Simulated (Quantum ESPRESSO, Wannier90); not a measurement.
**AlInSb₂ (P-4m2), plane waves to Wannier functions**

```
begin unit_cell_cart
ang
    4.5061700000    0.0000000000    0.0000000000
    0.0000000000    4.5061700000    0.0000000000
    0.0000000000    0.0000000000    6.3488200000
end unit_cell_cart
begin atoms_frac
Al   0.0000000000  0.0000000000  0.0000000000
In   0.5000000000  0.5000000000  0.5000000000
Sb   0.0000000000  0.5000000000  0.2333700000
Sb   0.5000000000  0.0000000000 -0.2333700000
end atoms_frac
```

Structure: Materials Project mp-1228890, symmetrised, not relaxed again. Not found in the COD (Crystallography Open Database) copy used; not checked further. Method: PBEsol plane waves in Quantum ESPRESSO 7.5 (PseudoDojo norm-conserving files, 64 Ry, spinors with spin-orbit coupling), Bloch states on a 6×6×4 mesh through Γ, Wannier90 4.0.1. Density: 8×8×6 mesh, Gaussian smearing 0.01 Ry. With spin-orbit coupling a semilocal functional can close or falsely invert a small gap; the band order was not checked against a better method. The gap is small at this level and was sampled on the meshes and a path alone.

Bands 31-46 form an isolated set from -10.85 to 0.00 eV relative to the valence-band maximum (on the path) and are turned into 16 Wannier functions by minimising the spread from the start: SCDM (isolated).

Centres (Cartesian, Å; one of the equivalent choices) and spreads:

| n | x | y | z | spread (Å²) | nearest atom |
|---|---|---|---|---|---|
| 1 | -1.403 | 0.000 | -0.912 | 2.710 | Sb4 |
| 2 | 1.403 | 0.000 | -0.912 | 2.710 | Sb4 |
| 3 | 0.000 | 1.403 | 0.912 | 2.710 | Sb3 |
| 4 | 0.000 | -1.403 | 0.912 | 2.710 | Sb3 |
| 5 | 2.253 | -0.905 | -2.151 | 3.066 | Sb4 |
| 6 | -2.253 | 0.905 | -2.151 | 3.066 | Sb4 |
| 7 | 0.905 | -2.253 | 2.151 | 3.066 | Sb3 |
| 8 | -0.905 | -2.253 | 2.151 | 3.066 | Sb3 |
| 9 | -2.253 | 5.411 | -2.151 | 3.066 | Sb4 |
| 10 | -0.905 | -2.253 | 2.151 | 3.066 | Sb3 |
| 11 | -3.104 | 0.000 | -0.912 | 2.710 | Sb4 |
| 12 | 0.000 | 3.104 | 0.912 | 2.710 | Sb3 |
| 13 | 0.000 | -3.104 | 0.912 | 2.710 | Sb3 |
| 14 | 0.905 | 2.253 | 2.151 | 3.066 | Sb3 |
| 15 | 3.104 | 0.000 | -0.912 | 2.710 | Sb4 |
| 16 | 2.253 | -0.905 | -2.151 | 3.066 | Sb4 |

Ω_I = 42.93 Å², Ω_total = 46.21 Å²; the interpolated bands follow pw.x to 21 meV rms on the path. Only this start was tried; a symmetric start can stop on a saddle, and mixtures of these functions could lower the total by at most Ω_total − Ω_I.
